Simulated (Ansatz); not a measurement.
**Structures of BiCl: which is lowest?**

Plane-wave DFT in Ansatz with scalar-relativistic PAW potentials, cutoff 420 eV, Γ-centred meshes chosen by cell and gap, Gaussian smearing with energies taken to zero width. Every cell was relaxed (cell and atoms) in a run of its own, within the symmetry of its start. Functional: PBE.

Relaxed structures (starts from databases or built by putting these elements on another compound's sites):
A. P4/mmm, 2 atoms in the computed cell, a = 3.313 Å, c = 4.821 Å; sites (symmetry × multiplicity) Bi 4/mmm × 1, Cl 4/mmm × 1; start: built
B. Pm-3m, 2 atoms in the computed cell, a = 3.748 Å; sites (symmetry × multiplicity) Bi m-3m × 1, Cl m-3m × 1; start: built

Problem. Rank them by energy. Could pressure change the order?

Solution.
| structure | group | E − E(lowest) (meV/atom) | V (Å³/atom) | gap on mesh (eV) |
| --- | --- | --- | --- | --- |
| A | P4/mmm | 0.0 | 26.46 | 0.00 |
| B | Pm-3m | 159 | 26.33 | 0.00 |

A is lowest, 159 meV/atom under B. The two lowest differ in volume by under 3 %, too little for a first-order estimate of what pressure does to that pair (other pairs aren't weighed here); with rigid cells even 3 % in favour of the higher one would need about 32 GPa. Other structures may lie lower than all of these, and vibrations aren't counted.

Spin-orbit coupling is left out, which matters for the bands of heavy elements. For Tl, Pb and Bi spin-orbit coupling shifts energies too.